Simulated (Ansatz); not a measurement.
## Sr$_{3}$Mg: what symmetry allows forces and stress to be

```
Sr Mg
1.0
    -0.17784    4.54694    4.54694
     4.54694   -0.17784    4.54694
     4.54694    4.54694   -0.17784
Sr Mg
3 1
Direct
  0.50000 0.50000 0.50000
  0.74449 0.74449 0.74449
  0.25551 0.25551 0.25551
  0.00000 0.00000 0.00000
```

The calculation used Ansatz, DFT PBEsol, scalar-relativistic, plane waves, PAW.

Cutoff 420 eV; k points 9×9×9 on the computed 4-atom cell (Γ-centred); Gaussian smearing, width 0.10 eV; no spin polarisation.

This distorted cell has space group R-3m, with 12 operations.

Question: Without a calculation: in which directions can each atom feel a force?

Answer: A force must be left unchanged by every operation that keeps its atom in place, so it lies in the space that those operations leave fixed. Atoms that the group maps onto each other feel forces of one size.
```csv
atom,site symmetry,operations at the site,equivalent to atom,allowed force (Cartesian)
Sr1,-3m,12,1,none
Sr2,3m,6,2,"along (0.58, 0.58, 0.58)"
Sr3,3m,6,2,"along (0.58, 0.58, 0.58)"
Mg4,-3m,12,4,none
```

That leaves 1 independent force component of 12. A relaxation in this cell that keeps the symmetry moves the atoms in these directions alone.

Question: And the stress tensor?

Answer: It must be invariant under the point group, which leaves 2 independent components: xx = yy, xx = zz, yy = zz, yz = xz, yz = xy, xz = xy.

Question: Do the computed values obey this?

Answer: Yes. Forces (eV/Å):
```
Sr1  0.000  0.000  0.000
Sr2  0.186  0.186  0.186
Sr3 -0.186 -0.186 -0.186
Mg4  0.000  0.000  0.000
```

Stress (GPa, compression positive, xx yy zz yz xz xy): -1.80 -1.80 -1.80 0.65 0.65 0.65. The program imposes the same operations on density, forces and stress, so this confirms the analysis and is no independent test of the calculation.